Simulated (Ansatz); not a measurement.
Co2Li5Nb5O18:
```cif
data_Co2Li5Nb5O18
_chemical_formula_sum 'Co2 Li5 Nb5 O18'
_space_group_name_H-M_alt 'P 1'
_space_group_IT_number 1
_cell_length_a 5.12148
_cell_length_b 5.12148
_cell_length_c 13.83742
_cell_angle_alpha 90.000
_cell_angle_beta 90.000
_cell_angle_gamma 120.000
loop_
_space_group_symop_operation_xyz
  'x, y, z'
loop_
_atom_site_label
_atom_site_type_symbol
_atom_site_fract_x
_atom_site_fract_y
_atom_site_fract_z
_atom_site_occupancy
Co1 Co 0.00000 0.00000 0.20450 1
Co2 Co 0.00000 0.00000 0.98903 1
Li1 Li 0.66667 0.33333 0.04747 1
Li2 Li 0.66667 0.33333 0.55644 1
Li3 Li 0.33333 0.66667 0.38671 1
Li4 Li 0.33333 0.66667 0.88929 1
Li5 Li 0.00000 0.00000 0.72364 1
Nb1 Nb 0.33333 0.66667 0.16229 1
Nb2 Nb 0.66667 0.33333 0.33771 1
Nb3 Nb 0.00000 0.00000 0.50384 1
Nb4 Nb 0.33333 0.66667 0.67041 1
Nb5 Nb 0.66667 0.33333 0.83737 1
O1 O 0.02739 0.70879 0.10516 1
O2 O 0.68140 0.97261 0.10516 1
O3 O 0.00760 0.36640 0.27009 1
O4 O 0.29121 0.31860 0.10516 1
O5 O 0.35880 0.99240 0.27009 1
O6 O 0.63360 0.64120 0.27009 1
O7 O 0.70063 0.04375 0.43621 1
O8 O 0.34312 0.29937 0.43621 1
O9 O 0.67636 0.71074 0.60287 1
O10 O 0.95625 0.65688 0.43621 1
O11 O 0.03437 0.32364 0.60287 1
O12 O 0.28926 0.96563 0.60287 1
O13 O 0.36674 0.37716 0.76968 1
O14 O 0.01043 0.63326 0.76968 1
O15 O 0.34133 0.04554 0.93575 1
O16 O 0.62284 0.98957 0.76968 1
O17 O 0.70421 0.65867 0.93575 1
O18 O 0.95446 0.29579 0.93575 1
```
The run is spin-polarised; directions of the spins, atom by atom: ↑ ↑ 0 0 0 0 0 0 0 0 0 0 0 0 0 0 0 0 0 0 0 0 0 0 0 0 ↑ 0 ↑ ↑.

Relaxed with r²SCAN.

**Question.** Tabulate the valence density and the electron localisation function along the shortest Nb–O contact (1.86 Å), plane-wave PAW r²SCAN (Ansatz code).

**Answer.** 

| distance from Nb (Å) | density (e/Å³) | ELF |
|---|---|---|
| 0.19 | 4.76 | 0.25 |
| 0.28 | 5.09 | 0.45 |
| 0.37 | 5.06 | 0.62 |
| 0.47 | 4.57 | 0.71 |
| 0.56 | 3.76 | 0.72 |
| 0.65 | 2.85 | 0.66 |
| 0.74 | 2.06 | 0.52 |
| 0.84 | 1.51 | 0.37 |
| 0.93 | 1.24 | 0.30 |
| 1.02 | 1.23 | 0.38 |
| 1.12 | 1.45 | 0.58 |
| 1.21 | 1.92 | 0.74 |
| 1.30 | 2.70 | 0.79 |
| 1.40 | 3.80 | 0.77 |
| 1.49 | 5.05 | 0.69 |
| 1.58 | 6.19 | 0.55 |
| 1.68 | 7.03 | 0.38 |

The density is the valence pseudo-density with augmentation charge, so density and ELF within about 1 Å of a nucleus are not all-electron values.

Space group P3. The start of the workflow was typed in or built on a structure type; neither database checked (COD, Materials Project) lists it. Whether it is the stable phase at ambient conditions was not checked. Symmetry was held in the r²SCAN relaxation; whether a distortion lowers the energy is not shown. Spin order of the final state: ferromagnetic, chosen from 2 collinear starts compared on coarse meshes (ties went to the first, and starts can fall back to one state), not a proven ground state. Other orbital occupations within this spin state were not tried. No Hubbard U is applied.

Potentials: the later of the program's two PAW sets.
